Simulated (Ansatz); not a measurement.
Relaxed-ion elastic tensor of Li (hcp (Mg type), space group No. 194) in GPa (Voigt order), plane-wave PAW PBEsol (Ansatz code); density 0.57 g/cm³, 20.20 Å³ per atom.

|  | 1 | 2 | 3 | 4 | 5 | 6 |
|---|---|---|---|---|---|---|
| 1 | 21.5 | 13.1 | 6.3 | 0.0 | 0.0 | 0.0 |
| 2 | 13.1 | 21.5 | 6.3 | 0.0 | 0.0 | 0.0 |
| 3 | 6.3 | 6.3 | 28.7 | 0.0 | 0.0 | 0.0 |
| 4 | 0.0 | 0.0 | 0.0 | 4.9 | 0.0 | 0.0 |
| 5 | 0.0 | 0.0 | 0.0 | 0.0 | 4.9 | 0.0 |
| 6 | 0.0 | 0.0 | 0.0 | 0.0 | 0.0 | 4.2 |

Problem. Is the crystal mechanically stable?

Solution. Yes: the smallest eigenvalue of C is 4.2 GPa.

Problem. Work out the Voigt, Reuss and Hill averages.

Solution. K_V = 13.7, K_R = 13.7, K_H = 13.7; G_V = 5.9, G_R = 5.1, G_H = 5.5 GPa.

Problem. Give Young's modulus, Poisson's ratio, Pugh's ratio and the universal anisotropy index.

Solution. E = 9KG/(3K + G) = 14.6 GPa; ν = 0.32; K/G = 2.48 (ductile by the Pugh limit of 1.75); A_U = 5G_V/G_R + K_V/K_R − 6 = 0.71.

Problem. Estimate the sound speeds and the Debye temperature.

Solution. v_l = √((K + 4G/3)/ρ) = 6070 m/s, v_t = √(G/ρ) = 3110 m/s, mean 3480 m/s; Θ = (h/k)(3n/4πV)^(1/3) v_m = 380 K.

Problem. Solve the Christoffel equation for the three sound speeds along x, y, z.

Solution. Eigenvalues of C_ijkl n_j n_l equal ρv². In km/s, slowest first: x 2.72, 2.93, 6.14; y 2.72, 2.93, 6.14; z 2.93, 2.93, 7.09.

Problem. How much does each axis shrink under pressure?

Solution. Linear compressibilities β_i = Σ_j S_ij (j = 1 to 3): x 25, y 25, z 24 per TPa.

Space group P6_3/mmc (hcp (Mg type)). The first step of the workflow began from a Materials Project structure, measured or hypothetical; the Crystallography Open Database files this formula in space group No. 194, but the cells were not matched. It is not the phase usual at ambient conditions (space group No. 229). The cell was relaxed with PBEsol under the symmetry of its start; of distortions, only those at the zone centre were tested. As this level gives no gap, shear constants depend on the k-mesh and smearing (Fermi–Dirac, 0.1 eV here).

Potentials: the earlier of the program's two PAW sets.
